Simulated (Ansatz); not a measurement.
# Computed properties of CuF (CsCl type)

All numbers come from Ansatz. Spin-unpolarised throughout. Whether this structure exists isn't addressed.

CuF, CsCl type, relaxed with r2SCAN. The symmetry is Pm-3m (No. 221, cubic); a = 2.738 Å in the conventional setting, 10.27 Å³ an atom. Cu is surrounded by 8 F at 2.37 Å; F is surrounded by 8 Cu at 2.37 Å.

```
Cu F
1.0
     2.73846    0.00000    0.00000
     0.00000    2.73846    0.00000
     0.00000    0.00000    2.73846
Cu F
1 1
Direct
  0.00000 0.00000 0.00000
  0.50000 0.50000 0.50000
```

Relaxed lattice by functional, symmetry kept:

| functional | k mesh | a (Å) | volume (Å³/atom) |
| --- | --- | --- | --- |
| PBE | 10×10×10 | 2.794 | 10.90 |
| r2SCAN | 8×8×8 | 2.738 | 10.27 |
| PBEsol | 8×8×8 | 2.730 | 10.17 |
| LDA | 8×8×8 | 2.679 | 9.62 |
| HSE06 | 6×6×6 | 2.766 | 10.58 |

Band edges at fixed r2SCAN geometry:

| level | k mesh | gap (eV) | kind | edges | least direct gap (eV) | rough cost |
| --- | --- | --- | --- | --- | --- | --- |
| LDA | 10×10×10 | none (overlap 0.36) | – | – | – | 2.1 core-seconds |
| PBE | 10×10×10 | none (overlap 0.37) | – | – | – | 2.6 core-seconds |
| r2SCAN | 10×10×10 | none (overlap 0.41) | – | – | – | 5 core-seconds |
| HSE06 | 6×6×6 | 0.15 | indirect | R → Γ | 0.75 | 60 core-seconds |

All runs use a smearing of 0.02 eV.
Wave cutoffs: 420 eV, 500 eV (r2SCAN).
Costs come from shared machines and give only the order; PBE's includes the band path.

With HSE06 the valence top lies at R and the conduction bottom at Γ, 0.15 eV higher; the smallest vertical gap, at Γ, is 0.75 eV.

The levels disagree on the kind of gap: indirect with HSE06; no gap with LDA, PBE, r2SCAN.

Where bands overlap the cell is a metal at that level, and these k meshes limit energies, forces and stress. Overlaps of a few tenths of an eV in semilocal functionals can be an artefact that a hybrid or GW lifts.

The meshes of the hybrids are coarse, so their gaps aren't converged to the digits shown.
